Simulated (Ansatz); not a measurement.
Values for one crystal, relaxed and computed with LDA in the plane-wave PAW code Ansatz; other levels are named.

```yaml
volume_per_atom: 14.77 Å³
band_gap: 2.68 eV (smallest direct gap 2.68 eV)
Young's modulus: 47.4 GPa
Static dielectric constant ε0 (ions relaxed, cell fixed): 5.53 (xx = yy), 5.30 (zz)
Highest zone-centre frequency (without LO–TO term): 600 cm⁻¹
valence_band_maximum: at L
Bulk modulus (Birch–Murnaghan fit): 39.3 GPa
```

Question: Pick the material that matches.
A) Rb2PtF6, P-3m1 (Rb on 2d, Pt on 1a, F on 6i)
B) KRb2BiF6, Fm-3m (K on 4b, Rb on 8c, Bi on 4a, F on 24e)
C) BaBiO3, C2/m (Pearson symbol mS20)
D) VCu3S4, P-43m (V on 1a, Cu on 3d, S on 4e)

Answer: A, Rb2PtF6, P-3m1 (Rb on 2d, Pt on 1a, F on 6i)

The first step of the workflow began from a Materials Project structure, measured or hypothetical; the Crystallography Open Database copy checked does not list it. Its standing as an ambient phase is unchecked. The cell was relaxed with LDA under the symmetry of its start; phonons on a q-mesh show no instability. The run is not spin-polarised. Scalar-relativistic: spin–orbit coupling is off unless named, which matters more the heavier the elements.

Potentials: the later of the program's two PAW sets.
